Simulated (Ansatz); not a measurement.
**Si2HIr2: input and output**

Input file of Ansatz 0.2.0:

```yaml
crystal:
  lattice:
    - [0.0, 3.738357, 0.0]
    - [3.738357, 0.0, 0.0]
    - [1.869178, 1.869178, -4.577985]
  atoms:
    - { symbol: Si, position: [0.375, 0.375, 0.25] }
    - { symbol: Si, position: [0.625, 0.625, 0.75] }
    - { symbol: H, position: [0.0, 0.0, 0.0] }
    - { symbol: Ir, position: [0.75, 0.25, 0.5] }
    - { symbol: Ir, position: [0.25, 0.75, 0.5] }
  symmetry: { tolerance: 0.0003 }
kpoints:
  mp_grid: { grid: [10, 10, 10], shift: [0, 0, 0] }
  band_path:
    path:
      - [0.0, 0.0, 0.0]
      - [0.5, 0.5, 0.5]
      - [0.5, 0.5, 0.25]
      - [0.0, 0.5, 0.0]
      - [0.0, 0.0, 0.0]
      - [0.0, 0.0, -0.5]
      - [0.0, 0.41664669, -0.29167665]
      - [0.0, 0.58335331, 0.29167665]
      - [0.0, 0.0, 0.0]
      - [0.5, 0.5, 0.5]
      - [0.41664669, 0.58335331, 0.5]
    npoints: 6
magnetization:
  spin_polarized: false
scf:
  occupations: { method: fermi_dirac, width: 0.0639 }
  lower_state_search: "off"
  max_iter: 200
hamiltonian:
  pseudopotentials: { kind: paw }
  xc: r2scan
basis:
  ecutwfc: 500
  fft_grid_basis: typed
output:
  forces: true
  stress: true
  eigenvalues: true
  bader: true
  populations: true
  elf: true
  write_potential: true
  volumetric_format: npy
  dos:
    e_range: [-12, 8]
    de: 0.05
    projected: { site_lists: { H: [H], Ir: [Ir], Si: [Si] } }
checkpoint:
  read: saved_state
```

The saved state is an earlier solution for the same cell, perhaps on another mesh. 

Excerpt of what it printed:

```
SCF iter   1: F=-25189.0111 eV  Δρ=2.82e-3  dr2=1.30e-2  dr2_τ=1.82e-3
SCF iter   2: F=-25189.0176 eV  Δρ=1.28e-3  dr2=3.24e-3  dr2_τ=1.86e-4
SCF iter   3: F=-25189.0192 eV  Δρ=5.09e-4  dr2=4.95e-4  dr2_τ=2.08e-5
SCF iter   4: F=-25189.0194 eV  Δρ=1.60e-4  dr2=3.07e-5  dr2_τ=1.04e-6
SCF iter   5: F=-25189.0194 eV  Δρ=6.20e-5  dr2=3.32e-6  dr2_τ=7.09e-8
SCF iter   6: F=-25189.0194 eV  Δρ=1.14e-5  dr2=9.12e-8  dr2_τ=3.42e-9
Free energy (F): -25189.0194 eV
Harris-Foulkes:  -25189.0194 eV  (|F-HF|=6.12e-8)
Internal energy: -25188.9996 eV  (E = F + TS)
E sigma→0 (E₀):  -25189.0095 eV
Entropy (-TS):   -0.0198 eV (-3.964 meV/atom)
Fermi energy:    15.1654 eV
--- Forces (eV/Å), atoms counted from 1 ---
  atom   1  Si     0.0000     0.0000     4.8871
  atom   2  Si     0.0000     0.0000    -4.8871
  atom   3  H      0.0000     0.0000     0.0000
  atom   4  Ir     0.0000     0.0000     0.0000
  atom   5  Ir     0.0000     0.0000     0.0000
--- Stress (GPa, compression-positive) ---
       61.3368       0.0000       0.0000
        0.0000      61.3368       0.0000
        0.0000       0.0000      37.1469
  P = ⅓ Tr σ = 53.2735 GPa (532.735 kbar)
--- Löwdin populations: 5 sites ---
  site symbol       q [e]
     0     Si      3.8998
     1     Si      3.8998
     2      H      1.1451
     3     Ir     16.7966
     4     Ir     16.7966
  spilling = 0.0107 (of n_electrons = 43.0000)
--- Bader charges: 5 sites ---
  site symbol  charge [e]  shift [e]
     0     Si      1.8805     0.0285
     1     Si      1.8805     0.0285
     2      H     -0.1590     0.0000
     3     Ir     -1.8010     0.0285
     4     Ir     -1.8010     0.0285
```

Origin: a known structure type with other elements, at an estimated volume, so it need not be a known compound. Caveats: atoms or cell far from equilibrium.
